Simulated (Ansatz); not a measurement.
The cell below belongs to a search over invented structures; it isn't taken from experiment.

Input and command of a plane-wave DFT calculation in Ansatz:

```yaml
crystal:
  lattice:
    - [4.31257876, 0.0, 0.0]
    - [-2.15628938, 3.73480276, 0.0]
    - [0.0, 0.0, 5.83713516]
  atoms:
    - { symbol: Be, position: [0.0, 0.0, 0.0] }
    - { symbol: Bi, position: [0.33333333, 0.66666667, 0.29156884] }
    - { symbol: Bi, position: [0.33333333, 0.66666667, 0.70843116] }
    - { symbol: C, position: [0.0, 0.0, 0.6915306] }
    - { symbol: C, position: [0.0, 0.0, 0.3084694] }
basis:
  ecutwfc: 420
kpoints:
  mp_grid: { grid: [6, 6, 4] }
hamiltonian:
  xc: pbe
scf:
  occupations: { method: gaussian, width: 0.1 }
  lower_state_search: "off"
output:
  forces: true
  stress: true
  eigenvalues: true
relax:
  adjacent_minimum: "off"
  f_tol: 0.04
  max_steps: 70
  cell: { stress_tol: 0.4 }
```

```bash
ansatz run input.yaml --threads 1 --pin off --max-ram 2560MiB --backend cpu --events-out ev --progress --plain --runs-dir out
```

Processor: Arm Neoverse V1, 1 thread, on a host shared with other jobs.

Question: How long does it run, and how much memory does it take?

Answer: About 3.2 min, peak memory 0.36 GiB. It solves 25 bands at 21 k points (after reduction by symmetry) with about 2207 plane waves (on the last cell), in 216 SCF iterations over 32 ionic steps.
